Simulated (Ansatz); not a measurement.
## Computed frozen-phonon scan: Mg (hcp, Mg type)

Mg (hcp, Mg type)

```yaml
crystal:
  lattice:
    - [3.18616, 0.00000, 0.00000]
    - [-1.59308, 2.75930, 0.00000]
    - [0.00000, 0.00000, 5.22349]
  atoms:
    - { symbol: Mg, position: [0.33333, 0.66667, 0.75000] }
    - { symbol: Mg, position: [0.66667, 0.33333, 0.25000] }
```

The atoms are displaced by Q × the pattern below (from a DFPT mode at Γ, largest move 1; Q in Å), at fixed cell.

```csv
atom,x,y,z
Mg1,0.000,0.000,-1.000
Mg2,0.000,0.000,1.000
```

The numbers are results of PBE (plane waves to 420 eV, PAW, scalar-relativistic; Ansatz, a first-principles code), not measurements. k mesh 17×17×9 (Γ-centred), Fermi-Dirac smearing 0.05 eV. The energy includes the smearing's −TS. Stress and pressure are positive under compression. With partly filled bands, energies and forces of such displacements shift with the k mesh and the smearing. Mg was relaxed with its symmetry unable to fall. The PAW data are Ansatz's earlier set. ΔE is measured from the undisplaced structure.

| Q (Å) | ΔE (meV/cell) | −dE/dQ from forces (eV/Å) | P (GPa) |
|---|---|---|---|
| -0.100 | 53.4 | 1.090 | 0.5 |
| -0.083 | 36.9 | 0.898 | 0.4 |
| -0.067 | 23.5 | 0.711 | 0.2 |
| -0.050 | 13.1 | 0.528 | 0.1 |
| -0.033 | 5.8 | 0.350 | 0.1 |
| -0.017 | 1.5 | 0.174 | 0.0 |
| 0.000 | 0.0 | 0.000 | 0.0 |
| 0.017 | 1.5 | -0.174 | 0.0 |
| 0.033 | 5.8 | -0.350 | 0.1 |
| 0.050 | 13.1 | -0.528 | 0.1 |
| 0.067 | 23.5 | -0.711 | 0.2 |
| 0.083 | 36.9 | -0.898 | 0.4 |
| 0.100 | 53.4 | -1.090 | 0.5 |

Derived quantities:

| Property | Result |
|---|---|
| Energy at Q = 0.100 Å | 53.4 meV/cell |
| Space group of the distorted cell | P-3m1 (No. 164), lowered from P6_3/mmc |
| Symmetry of the curve | even: the same for both signs |
| Shape of the curve | a single well with its minimum at or next to zero displacement |
| Harmonic wavenumber from the curvature (finite differences) | 242 cm⁻¹ |
| Wavenumber by perturbation theory (DFPT, on another k mesh) | 242 cm⁻¹ |

(For displaced atoms, the force is minus the slope of the energy, and its curvature is a force constant, which sets phonon frequencies.)
